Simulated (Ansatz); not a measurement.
Relaxation of a randomly generated symmetric cell of Rh (space group No. 194); 4 atoms in the cell, which starts as P6₃/mmc (No. 194), hP4; a = b = 4.042 Å, c = 4.310 Å, α = β = 90.00°, γ = 120.00°. All values below come from PBEsol (plane waves to 420 eV, PAW, scalar-relativistic; Ansatz, a first-principles code). Γ-centred k-mesh 9×9×8 on the run's cell (coarser than for final values), Fermi–Dirac smearing 0.05 eV. This is the first round of the run. 

The optimiser's lines from the output (shortened; P is positive under compression):

```
relax step   1: F+E_penalty+E_count = -25350.66686454 eV  Δ(F+E_penalty+E_count) = +0.000e0 eV  max|allowed force component| = 1.249e-16 eV/Å  Δτ_max = 0.0000 Å  P = +20.916 GPa  Ω = 60.977 Å³  (8 SCF iters, dr2 threshold 1.00e-7 eV, accepted)
relax step   2: F+E_penalty+E_count = -25351.37781826 eV  Δ(F+E_penalty+E_count) = -7.110e-1 eV  max|allowed force component| = 1.480e-16 eV/Å  Δτ_max = 0.0000 Å  P = +4.542 GPa  Ω = 64.159 Å³  (6 SCF iters, dr2 threshold 4.00e-7 eV, accepted)
relax step   3: F+E_penalty+E_count = -25351.83618203 eV  Δ(F+E_penalty+E_count) = -4.584e-1 eV  max|allowed force component| = 1.850e-16 eV/Å  Δτ_max = 0.0000 Å  P = +1.660 GPa  Ω = 64.063 Å³  (6 SCF iters, dr2 threshold 4.00e-7 eV, accepted)
relax step   4: F+E_penalty+E_count = -25352.14969824 eV  Δ(F+E_penalty+E_count) = -3.135e-1 eV  max|allowed force component| = 1.480e-16 eV/Å  Δτ_max = 0.0000 Å  P = +1.712 GPa  Ω = 63.270 Å³  (6 SCF iters, dr2 threshold 4.00e-7 eV, accepted)
relax step   5: F+E_penalty+E_count = -25352.24583340 eV  Δ(F+E_penalty+E_count) = -9.614e-2 eV  max|allowed force component| = 2.591e-16 eV/Å  Δτ_max = 0.0000 Å  P = +1.626 GPa  Ω = 62.684 Å³  (6 SCF iters, dr2 threshold 4.00e-7 eV, accepted)
relax step   6: F+E_penalty+E_count = -25352.24747948 eV  Δ(F+E_penalty+E_count) = -1.646e-3 eV  max|allowed force component| = 2.220e-16 eV/Å  Δτ_max = 0.0000 Å  P = -0.491 GPa  Ω = 63.261 Å³  (6 SCF iters, dr2 threshold 4.00e-7 eV, accepted)
relax step   7: F+E_penalty+E_count = -25352.24777017 eV  Δ(F+E_penalty+E_count) = -2.907e-4 eV  max|allowed force component| = 1.480e-16 eV/Å  Δτ_max = 0.0000 Å  P = -0.006 GPa  Ω = 63.132 Å³  (6 SCF iters, dr2 threshold 4.00e-7 eV, accepted)
relax step   8: F+E_penalty+E_count = -25352.30502449 eV  Δ(F+E_penalty+E_count) = -5.725e-2 eV  max|allowed force component| = 1.850e-16 eV/Å  Δτ_max = 0.0000 Å  P = +1.329 GPa  Ω = 63.132 Å³  stress off target by 3.77e0 GPa  SCF on the basis re-selected at this cell (its energy is not comparable with the rows above)  (8 SCF iters)
relax step   9: F+E_penalty+E_count = -25352.31780156 eV  Δ(F+E_penalty+E_count) = -1.278e-2 eV  max|allowed force component| = 2.961e-16 eV/Å  Δτ_max = 0.0000 Å  P = +0.481 GPa  Ω = 63.296 Å³  (6 SCF iters, dr2 threshold 4.00e-7 eV, accepted)
relax step  10: F+E_penalty+E_count = -25352.31932874 eV  Δ(F+E_penalty+E_count) = -1.527e-3 eV  max|allowed force component| = 1.480e-16 eV/Å  Δτ_max = 0.0000 Å  P = -0.013 GPa  Ω = 63.401 Å³  (6 SCF iters, dr2 threshold 4.00e-7 eV, accepted)
relax step  11: F+E_penalty+E_count = -25352.31934970 eV  Δ(F+E_penalty+E_count) = -2.096e-5 eV  max|allowed force component| = 2.776e-17 eV/Å  Δτ_max = 0.0000 Å  P = +0.003 GPa  Ω = 63.400 Å³  (6 SCF iters, dr2 threshold 2.96e-8 eV, accepted)
relax step  12: F+E_penalty+E_count = -25352.31950545 eV  Δ(F+E_penalty+E_count) = -1.557e-4 eV  max|allowed force component| = 3.701e-17 eV/Å  Δτ_max = 0.0000 Å  P = -0.001 GPa  Ω = 63.400 Å³  stress off target by 3.33e-3 GPa  SCF on the basis re-selected at this cell (its energy is not comparable with the rows above)  (8 SCF iters)
```

From the first to the last row the energy changes by -0.41 eV/atom and the volume by +4.0 %. The last row is marked as not comparable with the walk above it, whose basis was carried along; it does compare with step 1, since both stand on a basis selected at the nominal cutoff for their own cell.

Energy and pressure jump between steps 7 and 8 at one geometry, where the plane-wave basis was selected anew. While the cell walks, the set of plane waves is carried along, so its effective cutoff drifts with the strain; re-selecting it at 420 eV moved the energy by -0.014 eV/atom and the pressure by 1.3 GPa. Only step 1 and rows on a re-selected basis compare with each other.

Later rounds, restarted from the end of this one on a renewed k-mesh, logged 8 more steps and released under 0.01 eV/atom more. The final structure after all rounds: P6₃/mmc (No. 194), hP4; a = b = 3.7265 Å, c = 5.2718 Å, α = β = 90.00°, γ = 120.00°. Between re-selections the logged energies stand on a plane-wave basis carried along with the cell. No spin polarisation in the result.

The run could not lose the symmetry of its start, so the end can be a saddle point.

All atoms sit on sites fixed by symmetry, so only the cell could relax.

The relaxed structure here is a generated cell of Rh: the first start was made by a random draw of sites in a space group, and the end was not matched to a known phase here, so it may be hypothetical. Known forms of Rh include space group No. 225.
